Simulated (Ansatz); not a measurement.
**CaZrN₂: computed property card**

CaZrN$_{2}$:
```xyz
4
Lattice="1.6550 0.9555 5.5965 -1.6550 0.9555 5.5965 0.0000 -1.9111 5.5965" Properties=species:S:1:pos:R:3 pbc="T T T"
Ca     0.0000     0.0000     0.0000
Zr     0.0000     0.0000     8.3948
N      0.0000     0.0000     4.0004
N      0.0000     0.0000    12.7891
```

Space group R-3m (No. 166); conventional cell a = 3.3101 Å, b = 3.3101 Å, c = 16.7895 Å, α = 90.00°, β = 90.00°, γ = 120.00°.

Method: the program Ansatz at the r²SCAN level (PAW). Structure relaxed to zero pressure with the same functional. Other levels are named where they apply.

Cell and energy:

```yaml
volume_per_atom: 13.28 Å³
density: 4.98 g/cm³
Formation energy from the elements (no fitted shifts): -1.76 eV/atom
```

Electronic structure:

```yaml
band_gap: 0.83 eV (indirect)
valence_band_maximum: at Γ
conduction_band_minimum: at F (3 equivalent valleys)
smallest_direct_gap_on_the_standard_path: 1.47 eV
electron_effective_mass: 0.21, 0.22, 1.4 mₑ (principal values)
Electron effective mass with spin–orbit coupling: 0.21, 0.22, 1.4 mₑ (principal values)
Hole effective mass, band 1 of 2 at the edge: 0.58 along x, 0.83 along z (mₑ)
Hole effective mass, band 2 of 2 at the edge: 0.23 along x, 0.83 along z (mₑ)
Hole effective mass with spin–orbit coupling: 0.33, 0.33, 0.83 mₑ (principal values)
HSE06 gap on the r²SCAN cell: 1.40 eV
Gap with spin–orbit coupling: 0.81 eV
```

Mechanics:

```yaml
Bulk modulus (Birch–Murnaghan fit): 175 GPa
Pressure derivative B′: 4.2
```

Charges:

```yaml
bader_charges: Ca +1.43, Zr +2.31, N -1.87 e
```

The first step of the workflow began from a Materials Project structure, measured or hypothetical; the Crystallography Open Database copy checked does not list it. Its standing as an ambient phase is unchecked. The cell was relaxed with r²SCAN under the symmetry of its start; whether a distortion lowers the energy is not shown. The run is not spin-polarised. The references are the lowest solids computed at this level, not always the standard phases (solids in place of the gases). Spin–orbit coupling is left out wherever it is not named.

Potentials: the later of the program's two PAW sets.
